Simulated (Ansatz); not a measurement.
MoS₂:
```cif
data_MoS2
_chemical_formula_sum 'Mo1 S2'
_space_group_name_H-M_alt 'P-6m2'
_space_group_IT_number 187
_space_group_name_Hall 'P -6 2'
_cell_length_a 3.17222
_cell_length_b 3.17222
_cell_length_c 6.86884
_cell_angle_alpha 90.000
_cell_angle_beta 90.000
_cell_angle_gamma 120.000
loop_
_atom_site_label
_atom_site_type_symbol
_atom_site_symmetry_multiplicity
_atom_site_Wyckoff_symbol
_atom_site_fract_x
_atom_site_fract_y
_atom_site_fract_z
_atom_site_occupancy
Mo1 Mo 1 a 0.00000 0.00000 0.00000 1
S1 S 2 h 0.33333 0.66667 0.22629 1
```

Relaxed with r²SCAN+D4. r²SCAN+D4 in the plane-wave PAW code Ansatz gives a gap of 1.35 eV.

**Question.** What gap does HSE06 give on the same cell (Ansatz, PAW)?

**Answer.** 1.77 eV, 0.41 eV more. The hybrid was solved on a coarser mesh and at special points; its gap is the smallest among all of these.

Cost on shared cores: the r²SCAN+D4 run (SCF on a 10×10×4 mesh, then bands and DOS) around 70 core-seconds (rough), the HSE06 run (SCF on 7×7×3, then a few points) very roughly 80 core-seconds; the tasks are unlike.

The first step of the workflow began from a Materials Project structure, measured or hypothetical; the Crystallography Open Database copy checked does not list it. It is not the phase usual at ambient conditions (space group No. 160, 194). The cell keeps a stress of up to 0.2 GPa. The cell was relaxed with r²SCAN+D4 under the symmetry of its start; its stability against distortions is not shown here. The run is not spin-polarised. Spin–orbit coupling is left out wherever it is not named.

Potentials: the later of the program's two PAW sets.
